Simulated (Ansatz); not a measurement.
Sc, bcc: geometry optimisation

Level of theory: Ansatz, DFT, LDA (PW92), plane waves (420 eV) with PAW, scalar-relativistic. The PAW files were generated under PBE, with cores re-solved for the functional.

k-point mesh 12×12×12, Fermi-Dirac smearing 0.1 eV, no spin polarisation. Cell and atoms relax.

Starting structure:

```
Sc
1.0
    -1.84207    1.84207    1.84207
     1.84207   -1.84207    1.84207
     1.84207    1.84207   -1.84207
Sc
1
Direct
  0.00000 0.00000 0.00000
```

Q: The pressure at the start is -4.7 GPa. By how much does the volume change?

A: From 25.00 to 22.77 Å³ per atom, -8.9 %. The final cell has a = 3.571 Å.

Q: How much energy does the relaxation gain?

A: 35.6 meV per atom.

Path of the relaxation (the plane waves are chosen anew near the end, which can shift the energy a little):

```csv
step,E − E(final) (meV/atom),V (Å³/atom),P (GPa),max force (eV/Å)
0,35.57,25.002,-4.74,0.000
1,0.12,22.582,0.45,0.000
2,-0.10,22.771,-0.05,0.000
3,0.00,22.771,-0.05,0.000
```
